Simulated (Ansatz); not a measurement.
Relaxed-ion elastic tensor of KMgF3 (cubic perovskite, space group No. 221) in GPa (Voigt order), plane-wave PAW LDA (Ansatz code); density 3.35 g/cm³, 11.94 Å³ per atom.

```
 167  45.7  45.7   0.0   0.0   0.0
45.7   167  45.7   0.0   0.0   0.0
45.7  45.7   167   0.0   0.0   0.0
 0.0   0.0   0.0  49.5   0.0   0.0
 0.0   0.0   0.0   0.0  49.5   0.0
 0.0   0.0   0.0   0.0   0.0  49.5
```

Q: Is the crystal mechanically stable?

A: Yes: the smallest eigenvalue of C is 49.5 GPa.

Q: Work out the Voigt, Reuss and Hill averages.

A: K_V = 86.3, K_R = 86.3, K_H = 86.3; G_V = 54.0, G_R = 53.5, G_H = 53.7 GPa.

Q: Give Young's modulus, Poisson's ratio, Pugh's ratio and the universal anisotropy index.

A: E = 9KG/(3K + G) = 134 GPa; ν = 0.24; K/G = 1.60 (brittle by the Pugh limit of 1.75); A_U = 5G_V/G_R + K_V/K_R − 6 = 0.05.

Q: Estimate the sound speeds and the Debye temperature.

A: v_l = √((K + 4G/3)/ρ) = 6870 m/s, v_t = √(G/ρ) = 4010 m/s, mean 4440 m/s; Θ = (h/k)(3n/4πV)^(1/3) v_m = 579 K.

Q: Give the Zener ratio and Young's modulus along [100], [110] and [111].

A: A = 2C44/(C11 − C12) = 0.81; 1/E = S11 − 2(S11 − S12 − S44/2)Γ with Γ = 0, 1/4, 1/3 gives 148, 130, 125 GPa.

Space group Pm-3m (cubic perovskite). Symmetry was held in the LDA relaxation; phonons on a q-mesh show no instability.

Potentials: the later of the program's two PAW sets.
